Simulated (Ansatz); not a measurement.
SrO:
Space group Fm-3m (No. 225); a = b = c = 5.0647 Å, α = β = γ = 90.00°

| atom | site | symmetry | x | y | z |
|---|---|---|---|---|---|
| Sr | 4b | m-3m | 0.5000 | 0.5000 | 0.5000 |
| O | 4a | m-3m | 0.0000 | 0.0000 | 0.0000 |
(The calculation used a cell of 2 atoms; values per cell refer to that cell.)

Relaxed with the program Ansatz at the LDA level (PAW). Indices refer to the conventional cell of Fm-3m, a = b = c = 5.065 Å, α = β = γ = 90.00°.

Task: Simulate the powder diffraction pattern (Ag Kα, λ = 0.560885 Å; lines above 1 %) up to 2θ = 30°.

Result: Simulated powder pattern, Ag Kα, λ = 0.560885 Å (kinematic, ideal powder, no thermal factors, no anomalous dispersion; the 30 strongest lines at most, above 1 %, up to 2θ = 30°):

| 2θ (°) | d (Å) | I/Imax (%) | hkl |
|---|---|---|---|
| 11.01 | 2.924 | 88 | (111) |
| 12.72 | 2.532 | 100 | (200) |
| 18.02 | 1.791 | 74 | (220) |
| 21.16 | 1.527 | 49 | (311) |
| 22.12 | 1.462 | 26 | (222) |
| 25.59 | 1.266 | 12 | (400) |
| 27.93 | 1.162 | 22 | (331) |
| 28.67 | 1.132 | 34 | (420) |

Symmetry was held in the LDA relaxation.

Potentials: the earlier of the program's two PAW sets. The files were generated under PBE; for other functionals the program regenerates the frozen cores, and for LDA and PBEsol the local potential too.
